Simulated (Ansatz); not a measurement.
**Question.** Name crystals whose computed values (the program Ansatz at the r²SCAN level (PAW)) fall in these windows: Θ_D (K) 290 to 360; HSE06 gap (eV) 2.3 to 3.2; electron conductivity mass (mₑ) 0.22 to 0.30.

**Answer.** 

| crystal | Θ_D (K) | HSE06 gap (eV) | electron conductivity mass (mₑ) |
|---|---|---|---|
| ZnO, Pm-3n (Zn on 6c, O on 6d) | 332 | 2.70 | 0.25 |
Others may fit too.

Typed or built starts, not in the databases checked: ZnO, Pm-3n (Zn on 6c, O on 6d). Not the usual ambient phase: ZnO, Pm-3n (Zn on 6c, O on 6d). The cell was relaxed under the symmetry of its start.

Potentials: the later of the program's two PAW sets.
